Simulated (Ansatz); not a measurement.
Notes on W

```xyz
2
Lattice="0.0000 0.0000 3.2662 3.2662 0.0000 0.0000 0.0000 3.2662 0.0000" Properties=species:S:1:pos:R:3 pbc="T T T"
W     0.0000    0.0000    0.0000
W     1.6331    1.6331    1.6331
```

Single point in Ansatz 0.2.0 with r2SCAN, no spin polarisation. Cutoff 500 eV, PAW datasets, 10×10×10 Γ-centred k mesh, fermi-dirac filling (width 0.1 eV).

Electronic structure: It is a metal, with about 0.69 states/eV a cell as the mean within 0.25 eV of the Fermi level, mostly W d (93 %).
Contacts: W–W at 2.83 Å: least valence density 0.37 e/Å³ and ELF 0.40 there. These are pseudo-fields; inside the PAW spheres they differ from the all-electron ones.
Stress: The pressure is -24.1 GPa (compression positive), so with the atoms held at these fractions the cell would first shrink.

Origin: a database entry at a rescaled volume. Caveats: atoms or cell far from equilibrium.
